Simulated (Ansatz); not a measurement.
# How the vibrations of SnPt₃ change with volume

Computed with DFT LDA, scalar-relativistic, plane waves, PAW in Ansatz. Plane waves to 420 eV; Γ-centred k mesh 10×10×10; Fermi-Dirac smearing of 0.15 eV. No spin polarisation. Phonons by linear response, acoustic sum rule imposed.

The cell, relaxed at this level:
```cif
data_structure
_symmetry_space_group_name_H-M 'P 1'
_symmetry_Int_Tables_number 1
_cell_length_a 3.9804
_cell_length_b 3.9804
_cell_length_c 3.9804
_cell_angle_alpha 90.000
_cell_angle_beta 90.000
_cell_angle_gamma 90.000
_cell_volume 63.06
loop_
_atom_site_label
_atom_site_type_symbol
_atom_site_fract_x
_atom_site_fract_y
_atom_site_fract_z
_atom_site_occupancy
Sn1 Sn 0.00000 0.00000 0.00000 1
Pt1 Pt 0.00000 0.50000 0.50000 1
Pt2 Pt 0.50000 0.00000 0.50000 1
Pt3 Pt 0.50000 0.50000 0.00000 1
```

In a metal, frequencies depend on the k mesh and the smearing, soft modes most. Spin–orbit coupling is left out, which can shift energies with elements as heavy as these.

Cells at 0.98 and 1.02 times the equilibrium volume were relaxed in shape and atoms; γ = −d ln ν / d ln V, modes matched by rank.

(1) Give the optical frequencies at Γ (cm⁻¹) at the three volumes and the mode Grüneisen parameters.

(2) What pressures hold the two strained cells, and what bulk modulus follows?

Results:

(1)
```tsv
0.98 V	V	1.02 V	γ	degeneracy
98	92	85	3.75	3
113	106	99	3.52	3
190	180	170	2.83	3
```

(2) 5.21 GPa at 0.98 V and -4.59 GPa at 1.02 V, so B = −dP/d ln V ≈ 245 GPa.